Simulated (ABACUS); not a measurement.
Set-up for a self-consistent single point of CoPtO2 (R-3m, 4 atoms in the cell; from Materials Project mp-19210, changed as shown).

```xyz
4
Lattice="1.3573 0.7836 5.7083 -1.3573 0.7836 5.7083 0.0000 -1.5673 5.7083" Properties=species:S:1:pos:R:3 pbc="T T T"
Co     0.0000     0.0000     8.5624
Pt     0.0000     0.0000     0.0000
O      0.0000     0.0000    15.2027
O      0.0000     0.0000     1.9221
```

Method: PBE, numerical atomic orbitals DZP (confined pseudo-atomic orbitals with Gaussian additions; energy shift 0.003 Ry), PseudoDojo 0.5 standard norm-conserving PBE (tails mended) pseudopotentials (ABACUS).

ABACUS settings:

- basis = DZP numerical atomic orbitals, energy shift 0.003 Ry
- KPT = Gamma 12 12 12 0 0 0
- basis_type = lcao
- ecutwfc = 100 Ry
- smearing_method = fd
- smearing_sigma = 0.00367493 Ry
- potentials = PseudoDojo 0.5 standard norm-conserving PBE (tails mended)
- symmetry = 1
- ks_solver = scalapack_gvx
- scf_nmax = 100
- scf_thr = 1.0e-06
- mixing_type = pulay

Results:

```
Item                                                     Result
------------------------------------------------  -------------
Number of valence electrons                                  47
Number of bands                                              34
Number of k-points after the program's reduction            189
Size of the basis                                            78
Number of SCF iterations                                     18
Free energy E − TS                                -8615.3952 eV
Fermi level (on the code's own zero)                   20.05 eV
Pressure                                              50.74 GPa
Largest force (vector length)                        0.364 eV/Å
```

Forces (eV/Å):
```json
[
 {"atom": "Co1", "Fx": "0.000", "Fy": "0.000", "Fz": "0.000"},
 {"atom": "Pt2", "Fx": "0.000", "Fy": "0.000", "Fz": "0.000"},
 {"atom": "O3", "Fx": "0.000", "Fy": "0.000", "Fz": "0.364"},
 {"atom": "O4", "Fx": "0.000", "Fy": "0.000", "Fz": "-0.364"}
]
```

Stress (GPa, positive for compression):
```
45.85   0.00   0.00
 0.00  45.85   0.00
 0.00   0.00  60.51
```

For comparison: a first run was changed to give this one (lattice scaled by 0.98), and from it to this one the free energy goes up by 134 meV/atom, the pressure goes from 26.06 to 50.74 GPa and the largest force goes from 0.221 to 0.364 eV/Å.

The atom-centred basis is finite, which shifts total energies, pressures and forces against plane waves. The run has no spin polarisation, so moments on Co cannot form. No Hubbard term acts on the open shells, so the gap and the state can differ from those of the real compound. The structure comes from a collection of computed structures, made at another level of theory; the collection holds predicted forms beside known ones. Its lattice was then scaled. At this pressure the cell is far from its equilibrium volume at this level.

Cost on one core: about 7 core-minutes (a rough figure).

The atomic orbitals were generated for these runs; they are not ABACUS's published sets and were checked against plane waves on a few crystals only.

“Tails mended”: in these copies of the files the far tail of each local potential was reset to the Coulomb form.
